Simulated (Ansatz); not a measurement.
**In: from a starting cell to a relaxed one**

The start is a generated cell, In placed in the simple-cubic structure type. The cell and all atomic positions are relaxed at zero pressure with r2SCAN (plane waves to 500 eV, PAW, scalar-relativistic; Ansatz, a quantum-chemistry and plane-wave program). First-step values are on the input's coarse k-mesh.

Ansatz input (later rounds restart from its end on a renewed k-mesh):
Ansatz 0.2 input:
```yaml
crystal:
  lattice:
    - [3.084417, 0, 0]
    - [0, 3.084417, 0]
    - [0, 0, 3.084417]
  atoms:
    - { symbol: In, position: [0, 0, 0] }
basis: { ecutwfc: 500, ecutrho_ratio: 4, xc_grid: 4, fft_grid_basis: typed }
kpoints: { mp_grid: { grid: [11, 11, 11] } }
hamiltonian:
  xc: r2scan
  dispersion: none
  pseudopotentials: { azcp: { folder: ./paw }, kind: paw }
scf: { occupations: { method: fermi_dirac, width: 0.05 } }
relax: { f_tol: 0.01, max_steps: 100, cell: { stress_tol: 0.02 } }
output: { forces: true, stress: true }
```

- Outcome = The space group stays Pm-3m (No. 221) (the run could not lower it); the end is simple cubic type, with 1 atom in the primitive cell
- Shortest distances (start → end) = The closest pairs of elements (up to four, under 3.6 Å), start → end: In–In 3.08 → 3.04 Å
- Band gap at the end = no gap (metallic)
- Optimiser moves = 3

The end point of the relaxation:

```cif
data_In
_chemical_formula_sum 'In1'
_space_group_name_H-M_alt 'Pm-3m'
_space_group_IT_number 221
_space_group_name_Hall '-P 4 2 3'
_cell_length_a 3.04452
_cell_length_b 3.04452
_cell_length_c 3.04452
_cell_angle_alpha 90.000
_cell_angle_beta 90.000
_cell_angle_gamma 90.000
loop_
_atom_site_label
_atom_site_type_symbol
_atom_site_symmetry_multiplicity
_atom_site_Wyckoff_symbol
_atom_site_fract_x
_atom_site_fract_y
_atom_site_fract_z
_atom_site_occupancy
In1 In 1 a 0.00000 0.00000 0.00000 1
```

Final values are on a 15×15×15 k-mesh of the relaxed cell. No spin polarisation in the result.

The run could not lose the symmetry of its start, so the end can be a saddle point.

The relaxed structure here is a generated cell of In: the first start was made by placing the elements on the sites of a structure type, and the end was not matched to a known phase here, so it may be hypothetical. Known forms of In include space group No. 139.
